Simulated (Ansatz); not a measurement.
PdOS (Janus 2H monolayer) was relaxed with 5 functionals in the plane-wave code Ansatz, cell and atoms free, the symmetry of the start kept (meshes: PBE 12×12×1, r2SCAN 12×12×1, PBEsol 12×12×1, LDA 12×12×1, HSE06 6×6×1). Values at 0 K without nuclear motion; spin polarisation is off, and the phase may be a hypothetical one.

The PBEsol result:
```yaml
crystal:
  lattice:
    - [3.79992, 0.00000, 0.00000]
    - [-1.89996, 3.29083, 0.00000]
    - [0.00000, 0.00000, 29.56388]
  atoms:
    - { symbol: Pd, position: [0.33333, 0.66667, 0.30256] }
    - { symbol: O, position: [0.66667, 0.33333, 0.33284] }
    - { symbol: S, position: [0.66667, 0.33333, 0.27787] }
```
Periodic in the plane only; c spans the vacuum.

In-plane lattice: a = 3.800 Å, b = 3.800 Å, γ = 120.0°; thickness between the outer nuclei 1.63 Å. Around Pd lie 3 S at 2.31 Å and 3 O at 2.37 Å; around O lie 1 S at 1.63 Å and 3 Pd at 2.37 Å; around S lie 1 O at 1.63 Å and 3 Pd at 2.31 Å.

Problem. What lattice does HSE06 give?

Solution. a = 3.852 Å; the area differs by +2.7 % from PBEsol's. Around Pd lie 3 S at 2.34 Å and 3 O at 2.39 Å; around O lie 1 S at 1.59 Å and 3 Pd at 2.39 Å; around S lie 1 O at 1.59 Å and 3 Pd at 2.34 Å.

Problem. What lattice does LDA give?

Solution. a = 3.750 Å; the area differs by -2.6 % from PBEsol's. Pd is surrounded by 3 S at 2.29 Å and 3 O at 2.33 Å; O is surrounded by 1 S at 1.62 Å and 3 Pd at 2.33 Å; S is surrounded by 1 O at 1.62 Å and 3 Pd at 2.29 Å.

Problem. Held at the r2SCAN cell, what mean stress do LDA and PBE find, and does its sign point to their own minimum?

Solution. Yes. LDA -2.35 N/m, and its relaxed area is -5.5 % from r2SCAN's; PBE +0.92 N/m, and its relaxed area is +2.1 % from r2SCAN's. Compression counts positive, so a positive stress asks for a larger cell.

The cell is metallic with PBE, r2SCAN, HSE06, and these meshes limit the relaxed cells of a metal.
